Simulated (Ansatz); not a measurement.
A sound run on BePd (Pm-3m), field of 500 T on the spins (Ansatz 0.2.0, DFT, PBEsol, all-electron LAPW, scalar-relativistic):

```yaml
crystal:
  lattice:
    - [2.813, 0.0, 0.0]
    - [0.0, 2.813, 0.0]
    - [0.0, 0.0, 2.813]
  atoms:
    - { symbol: Be, position: [0.0, 0.0, 0.0] }
    - { symbol: Pd, position: [0.5, 0.5, 0.5], spin: 0.05 }
magnetization:
  spin_polarized: true
  magnetic_field: 500
kpoints:
  mp_grid: { grid: [14, 14, 14] }
scf:
  occupations: { method: fermi_dirac, width: 0.05 }
  convergence: { dr2_threshold: 1.0e-10 }
  lower_state_search: "off"
hamiltonian:
  xc: pbesol
  pseudopotentials: { kind: all_electron, lapw: { basis_error: 0.001 } }
output:
  forces: true
  stress: true
  eigenvalues: false
```

It converged in 12 iterations. Site moments (μB): Be1 0.00, Pd2 0.03. Cell moment 0.03 μB. Pressure -3.06 GPa.

The input is then changed, output keys apart:

```diff
+  max_iter: 100
-  xc: pbesol
+  xc: b3-lyp
```

What happens?

The input was rejected before any iteration. The fault put in on purpose is an unknown functional; the log may name another complaint first.
```
Error: YAML parse error: error: line 20 column 7: hamiltonian.xc: unknown variant `b3-lyp`, expected one of `lda`, `lda-pw`, `pw92`, `pbe`, `pbesol`, `rpbe`, `revpbe`, `blyp`, `pbe0`, `revpbe0`, `b3lyp`, `b3lyp5`, `hse06`, `wpbeh`, `hiss`, `lc_wpbe`, `cam_b3lyp`, `hf`, `r2scan`, `r2scanh`, `r2scan0`, `r2scan50`, `mr2scan`
  --> <input>:20:7
   |
18 |   max_iter: 100
19 | hamiltonian:
20 |   xc: b3-lyp
   |       ^ hamiltonian.xc: unknown variant `b3-lyp`, expected one of `lda`, `lda-pw`, `pw92`, `pbe`, `pbesol`, `rpbe`, `revpbe`, `blyp`, `pbe0`, `revpbe0`, `b3lyp`, `b3lyp5`, `hse06`, `wpbeh`, `hiss`, `lc_wpbe`, `cam_b3lyp`, `hf`, `r2scan`, `r2scanh`, `r2scan0`, `r2scan50`, `mr2scan`
21 |   pseudopotentials: { kind: all_electron, lapw: { basis_error: 0.001 } …
22 | output:
   |
```
